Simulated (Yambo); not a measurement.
Yambo run on CsBH4 (space group F-43m, No. 216). The wavefunctions come from this Quantum ESPRESSO step (PBEsol, PseudoDojo standard norm-conserving files, scalar-relativistic):

```
&CONTROL
  calculation = 'nscf'
  pseudo_dir = './pseudo'
  outdir = './out'
/
&SYSTEM
  ibrav = 0
  nat = 6
  ntyp = 3
  ecutwfc = 76.0
  ecutrho = 304.0
  occupations = 'fixed'
  force_symmorphic = .true.
  nbnd = 173
/
&ELECTRONS
  conv_thr = 6.000000000000001e-09
  diago_full_acc = .true.
  diago_thr_init = 1e-08
/
ATOMIC_SPECIES
H 1.0080 H.upf
B 10.8100 B.upf
Cs 132.9055 Cs.upf
CELL_PARAMETERS angstrom
  0.000000000000   3.665985000000   3.665985000000
  3.665985000000   0.000000000000   3.665985000000
  3.665985000000   3.665985000000   0.000000000000
ATOMIC_POSITIONS crystal
H   0.403380000000   0.789860000000   0.403380000000
H   0.403380000000   0.403380000000   0.789860000000
H   0.403380000000   0.403380000000   0.403380000000
H   0.789860000000   0.403380000000   0.403380000000
B   0.500000000000   0.500000000000   0.500000000000
Cs   0.000000000000   0.000000000000   0.000000000000
K_POINTS automatic
4 4 4 0 0 0
```

Yambo input:

```
rim_cut
gw0
dyson
el_el_corr
HF_and_locXC
ppa
em1d
RandQpts= 1000000
RandGvec= 1 Ry
EXXRLvcs= 76 Ry
VXCRLvcs= 304 Ry
Chimod= "HARTREE"
% BndsRnXp
 1 | 170 |
%
NGsBlkXp= 8 Ry
% LongDrXp
 1.0 | 1.0 | 1.0 |
%
PPAPntXp= 27.2114 eV
% GbndRnge
 1 | 170 |
%
GTermKind= "BG"
DysSolver= "n"
ExtendOut
% QPkrange
 1 | 1 | 8 | 9 |
 3 | 3 | 8 | 9 |
 7 | 7 | 8 | 9 |
 8 | 8 | 8 | 9 |
%
```

k points by index: 1 = Γ, 3 = L, 7 = X, 8 = W.

Table of the .qp output:

```
#    K-point    Band    Eo [eV]    E [eV]    E-Eo [eV]    Vxc [eV]    Vnlxc [eV]    Sc|Eo [eV]    Sc|E [eV]    dSc/dw|Eo [eV]    Re(Z)    Im(Z)
#
    1    8    -0.028789    -2.180990    -2.152201    -12.09638    -16.45135    1.729622    2.202771    -5.981926    0.819783    -0.001281
    1    9    5.942320    6.746525    0.804205    -7.027149    -3.205260    -2.895190    -3.017683    -4.144214    0.867831    -0.987488E-3
    3    8    -0.275925    -2.444093    -2.168167    -11.76955    -16.16549    1.750725    2.227767    -5.986729    0.819665    -0.001299
    3    9    7.251672    7.899906    0.648234    -6.294830    -2.748397    -2.804098    -2.898199    -3.949521    0.873253    -0.982168E-3
    7    8    -0.001302    -2.144411    -2.143109    -12.16918    -16.47042    1.690492    2.158126    -5.937288    0.820887    -0.001270
    7    9    5.555597    6.377172    0.821574    -6.588006    -2.937032    -2.710997    -2.829400    -3.921182    0.874048    -0.947482E-3
    8    8    0.000000    -2.141637    -2.141637    -12.16884    -16.45265    1.676259    2.142169    -5.919471    0.821329    -0.001266
    8    9    6.731936    7.457848    0.725911    -6.340352    -2.731252    -2.779060    -2.883189    -3.902816    0.874564    -0.962802E-3
```
(The two width columns are left out.) Convergence of these settings isn't established.

Geometry of the Materials Project entry, not relaxed at this level.

The structure is a Materials Project entry; no match was found in the copy of COD used, and its stability was not checked.
